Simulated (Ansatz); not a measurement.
Ru$_{2}$C:
```
Ru2C
1.0
    3.79145     0.00000     0.00000
    0.00000     3.79145     0.00000
    0.00000     0.00000     4.80769
Ru C
4 2
Cartesian
  0.00000   0.00000   0.00000
  1.89572   1.89572   0.00000
  1.89572   0.00000   2.01101
  0.00000   1.89572   2.79668
  1.89572   0.00000   3.93779
  0.00000   1.89572   0.86990
```

Relaxed with r²SCAN. Special points in fractions of this cell's reciprocal vectors: Γ (0.000, 0.000, 0.000); X (0.000, 0.500, 0.000); M (0.500, 0.500, 0.000); Z (0.000, 0.000, 0.500); R (0.000, 0.500, 0.500); A (0.500, 0.500, 0.500).

**Question.** List the band energies nearest the Fermi level at these points for r²SCAN (plane waves, PAW; program Ansatz).

**Answer.** In eV from the Fermi level; about four levels below and three above (degenerate sets whole), none deeper than 8.9 eV; points with the same levels are listed once.

| k | below | above |
|---|---|---|
| Γ | -1.06 -0.68 -0.15 -0.15 | 0.14 0.19 0.51 0.51 |
| X | -1.63 -1.63 -0.75 -0.75 | 0.45 0.45 1.44 1.44 |
| M | -1.62 -1.62 -0.24 -0.24 | 1.71 1.71 2.70 2.70 |
| Z | -2.10 -2.10 -1.97 -0.52 | 1.08 1.33 1.51 |
| R | -0.35 -0.35 -0.17 -0.17 | 1.07 1.07 4.28 4.28 |
| A | -1.20 -1.20 -0.84 -0.84 | 0.18 0.18 0.72 0.72 |

Space group P4/nmm. A made-up cell: these elements were put on the sites of a structure type; neither database checked (COD, Materials Project) lists it. Whether it is the stable phase at ambient conditions was not checked. The cell was relaxed with r²SCAN under the symmetry of its start; its stability against distortions is not shown here. The run is not spin-polarised. Scalar-relativistic: spin–orbit coupling is off unless named, which matters more the heavier the elements.

Potentials: the earlier of the program's two PAW sets.
